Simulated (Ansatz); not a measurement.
Consider the following.

RbCrSe$_{2}$:
```cif
data_CrRbSe2
_chemical_formula_sum 'Rb1 Cr1 Se2'
_space_group_name_H-M_alt 'P 1'
_space_group_IT_number 1
_cell_length_a 8.06673
_cell_length_b 8.06673
_cell_length_c 8.06673
_cell_angle_alpha 27.611
_cell_angle_beta 27.611
_cell_angle_gamma 27.611
loop_
_space_group_symop_operation_xyz
  'x, y, z'
loop_
_atom_site_label
_atom_site_type_symbol
_atom_site_fract_x
_atom_site_fract_y
_atom_site_fract_z
_atom_site_occupancy
Rb1 Rb 0.16594 0.16594 0.16594 1
Cr1 Cr 0.99778 0.99778 0.99778 1
Se1 Se 0.38861 0.38861 0.38861 1
Se2 Se 0.60738 0.60738 0.60738 1
```
The run is spin-polarised, in the one order tried: ferromagnetic.

This is the r²SCAN-relaxed structure.

Question: All from DFT-r²SCAN in the program Ansatz with PAW potentials, unless another level is named. Estimate the net moment.

Answer: 0.75 μB per atom.

Question: Next, the Bader charges?

Answer: Rb +0.77, Cr +1.29, Se -1.03 to -1.02 e.

Space group R3m. The first step of the workflow began from a Materials Project structure, measured or hypothetical; the Crystallography Open Database copy checked does not list it. Its standing as an ambient phase is unchecked. The cell was relaxed with r²SCAN under the symmetry of its start; its stability against distortions is not shown here. Spin order of the final state: ferromagnetic, the only order run, not a proven ground state. The cell computed holds one magnetic atom, so no antiferromagnetic order was within reach. Other orbital occupations within this spin state were not tried. No Hubbard U is applied.

Potentials: the later of the program's two PAW sets.
